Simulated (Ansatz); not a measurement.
K:
```xyz
1
Lattice="-2.5804 2.5804 2.5804 2.5804 -2.5804 2.5804 2.5804 2.5804 -2.5804" Properties=species:S:1:pos:R:3 pbc="T T T"
K      0.0000     0.0000     0.0000
```

Relaxed with PBE+D3(BJ). Special points in fractions of this cell's reciprocal vectors: Γ (0.000, 0.000, 0.000); H (0.500, -0.500, 0.500); N (0.000, 0.000, 0.500); P (0.250, 0.250, 0.250).

### Question
List the band energies nearest the Fermi level at these points for plane-wave PAW PBE+D3(BJ) (Ansatz code).

### Answer
In eV from the Fermi level; about four levels below and three above (degenerate sets whole), none deeper than 8.9 eV; points with the same levels are listed once.

| k | below | above |
|---|---|---|
| Γ | -2.28 | 4.32 4.32 4.32 |
| H | – | 1.61 1.61 3.63 3.63 3.63 |
| N | – | 0.41 0.69 3.16 |
| P | – | 1.47 1.47 1.47 |

Space group Im-3m (bcc (W type)). The PBE+D3(BJ) relaxation kept the symmetry of its start. The pairwise dispersion correction was not fitted to metals.

Potentials: the later of the program's two PAW sets.
